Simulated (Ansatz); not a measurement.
Relaxed polymorphs of V. All values below come from PBEsol (plane waves to 420 eV, PAW, scalar-relativistic; Ansatz, a quantum-chemistry and plane-wave program). One row is withheld; estimate it from its structure type, its coordination and the trend of the others.

```json
[
 {"structure": "Im-3m, cI2, bcc (W type), non-magnetic", "coordination": "V 8 (cubic)+6", "E − E(first row) (eV/atom)": "0.00", "V (Å³/atom)": "12.95"},
 {"structure": "I4₁/amd, tI4, non-magnetic", "coordination": "–", "E − E(first row) (eV/atom)": "0.49", "V (Å³/atom)": "13.40"},
 {"structure": "P6₃/mmc, hP2, hcp (Mg type), non-magnetic", "coordination": "V 12 (anticuboctahedral)", "E − E(first row) (eV/atom)": "___", "V (Å³/atom)": "___"},
 {"structure": "P6/mmm, hP1, non-magnetic", "coordination": "–", "E − E(first row) (eV/atom)": "0.50", "V (Å³/atom)": "13.61"}
]
```

**Question.** Fill in the missing entries.

**Answer.** 
- P6₃/mmc, hP2, hcp (Mg type), non-magnetic, E − E(first row) (eV/atom): 0.27
- P6₃/mmc, hP2, hcp (Mg type), non-magnetic, V (Å³/atom): 13.32

The withheld cell: P6₃/mmc (No. 194), hP2, hcp (Mg type); a = b = 2.5742 Å, c = 4.6405 Å, α = β = 90.00°, γ = 120.00°; V 2d (0.667, 0.333, 0.250); non-magnetic. Coordination numbers (neighbours up to the widest gap in distance over summed covalent radii, below 1.35; n+m marks a second, longer set).

Each run could gain symmetry but not lose that of its start, so entries can be saddle points. From databases, or of a type measured for this composition: Im-3m, cI2, bcc (W type), non-magnetic; the others are generated cells (placed on structure types, drawn at random, substituted or restacked) that were not matched to a known phase here. Each structure is listed in the lowest spin state found for it. Static energies at zero pressure. The runs use different k-meshes, so differences are rounded accordingly. No spin polarisation in the result.
